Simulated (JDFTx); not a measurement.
An input for a modified build of JDFTx (Si2H3 (SMILES [Si][SiH3]), charge 0, multiplicity 2, linear PCM without cavity terms (LA12), water, 1 M NaCl; bohr, hartree) and the course of its log:

```
lattice \
  21.2594189020 0.0000000000 0.0000000000 \
  0.0000000000 18.8972612463 0.0000000000 \
  0.0000000000 0.0000000000 19.8421243086
coords-type Cartesian
ion Si -2.8895144828 1.2499755206 0.0072139219 0
ion Si 1.3971768776 0.9014070079 0.0113158205 0
ion H 2.8891249344 1.8143431299 -2.1713734532 0
ion H 1.8358320825 -1.8660974678 0.0439593613 0
ion H 2.8895144828 1.8660974678 2.1713734532 0
ion-species pseudo/si_pbe_v1.upf
ion-species pseudo/h_pbe_v1.4.upf
core-overlap-check none
elec-cutoff 20 100
elec-ex-corr gga-PBE
symmetries none
elec-n-bands 6
spintype z-spin
elec-initial-magnetization 1 yes
electronic-scf nIterations 100 energyDiffThreshold 1e-08
fluid LinearPCM
pcm-variant LA12
fluid-solvent H2O
fluid-cation Na+ 1
fluid-anion Cl- 1
fluid-minimize nIterations 400 knormThreshold 1e-11
wavefunction read s1.wfns 9
dump-name s3.$VAR
dump End State Ecomponents EigStats BandEigs Forces ElecDensity IonicPositions FluidDebug
```

```
[one cycle in 5 is shown, and the last three; fluid-solver lines are left out]
SCF: Cycle:  0   Etot: -9.569616420275711   dEtot: -2.530e-03   |Residual|: 9.789e-03   |deigs|: 6.571e-04
SCF: Cycle:  5   Etot: -9.571857271564879   dEtot: -5.315e-04   |Residual|: 2.596e-03   |deigs|: 2.396e-03
SCF: Cycle: 10   Etot: -9.572090289941155   dEtot: -4.757e-04   |Residual|: 3.099e-03   |deigs|: 1.925e-03
SCF: Cycle: 15   Etot: -9.572734062319535   dEtot: -2.646e-04   |Residual|: 4.473e-03   |deigs|: 2.721e-04
SCF: Cycle: 20   Etot: -9.573116719084371   dEtot: +2.314e-03   |Residual|: 6.974e-03   |deigs|: 3.600e-03
SCF: Cycle: 25   Etot: -9.576741877502506   dEtot: +7.610e-04   |Residual|: 7.495e-03   |deigs|: 1.513e-03
SCF: Cycle: 30   Etot: -9.574515391066944   dEtot: -7.297e-04   |Residual|: 6.398e-03   |deigs|: 6.278e-04
SCF: Cycle: 35   Etot: -9.577244607295052   dEtot: -3.935e-03   |Residual|: 7.135e-03   |deigs|: 1.724e-03
SCF: Cycle: 40   Etot: -9.578394250184068   dEtot: +1.969e-04   |Residual|: 1.107e-02   |deigs|: 3.598e-04
SCF: Cycle: 45   Etot: -9.579815791303178   dEtot: -1.747e-03   |Residual|: 1.091e-02   |deigs|: 8.432e-04
SCF: Cycle: 50   Etot: -9.582979719214109   dEtot: +3.027e-04   |Residual|: 1.175e-02   |deigs|: 3.395e-04
SCF: Cycle: 55   Etot: -9.591521478056077   dEtot: +1.159e-02   |Residual|: 1.381e-02   |deigs|: 5.258e-03
SCF: Cycle: 60   Etot: -9.581924483622062   dEtot: +6.257e-03   |Residual|: 1.453e-02   |deigs|: 1.817e-03
SCF: Cycle: 65   Etot: -9.582037043029166   dEtot: +5.362e-04   |Residual|: 1.210e-02   |deigs|: 2.823e-04
SCF: Cycle: 70   Etot: -9.623089746648443   dEtot: -3.284e-02   |Residual|: 2.113e-02   |deigs|: 1.088e-02
SCF: Cycle: 75   Etot: -9.619254412884745   dEtot: -4.044e-03   |Residual|: 2.189e-02   |deigs|: 5.881e-04
SCF: Cycle: 80   Etot: -9.661540403816725   dEtot: -3.925e-02   |Residual|: 2.148e-02   |deigs|: 1.434e-02
SCF: Cycle: 85   Etot: -9.668420701273753   dEtot: -1.661e-02   |Residual|: 1.907e-02   |deigs|: 3.630e-03
SCF: Cycle: 90   Etot: -9.675123201785652   dEtot: +3.264e-03   |Residual|: 3.089e-02   |deigs|: 1.535e-03
SCF: Cycle: 95   Etot: -9.684679392063924   dEtot: -4.026e-03   |Residual|: 2.379e-02   |deigs|: 1.027e-03
SCF: Cycle: 97   Etot: -9.686999709277956   dEtot: -6.764e-04   |Residual|: 2.614e-02   |deigs|: 4.009e-04
SCF: Cycle: 98   Etot: -9.687467749322042   dEtot: -4.680e-04   |Residual|: 2.632e-02   |deigs|: 7.442e-05
SCF: Cycle: 99   Etot: -9.694795731840420   dEtot: -7.328e-03   |Residual|: 2.215e-02   |deigs|: 3.067e-03
SCF: None of the convergence criteria satisfied after 100 iterations.
IonicMinimize: Iter:   0  Etot: -9.694795731840420  |grad|_K:  0.000e+00
IonicMinimize: Converged (|grad|_K<1.000000e-04).
```

This run gave no converged result. The electronic loop ended without meeting its threshold, so the last energy, chemical potential and forces aren't results.
